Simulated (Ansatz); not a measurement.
# Structures of Li2Sc: which is lowest?

Plane-wave DFT in Ansatz with scalar-relativistic PAW potentials, cutoff 420 eV, Γ-centred meshes chosen by cell and gap, Gaussian smearing with energies taken to zero width. Every cell was relaxed (cell and atoms) in a run of its own, within the symmetry of its start. Functional: PBE.

Relaxed structures (starts from databases or built by putting these elements on another compound's sites):
A. P6/mmm, 3 atoms in the computed cell, a = 4.928 Å, c = 3.034 Å; sites (symmetry × multiplicity) Li -6m2 × 2, Sc 6/mmm × 1; start: built
B. I4/mmm, 3 atoms in the computed cell, a = 3.437 Å, c = 10.372 Å; sites (symmetry × multiplicity) Li 4mm × 4, Sc 4/mmm × 2; start: built

Task: Rank them by energy. Could pressure change the order?

Result:
```tsv
structure	group	E − E(lowest) (meV/atom)	V (Å³/atom)	gap on mesh (eV)
B	I4/mmm	0.0	20.42	0.00
A	P6/mmm	46	21.26	0.00
```

B is lowest, 46 meV/atom under A. The lowest is also the densest of these, so pressure wouldn't bring one of the others in at first order. Other structures may lie lower than all of these, and vibrations aren't counted.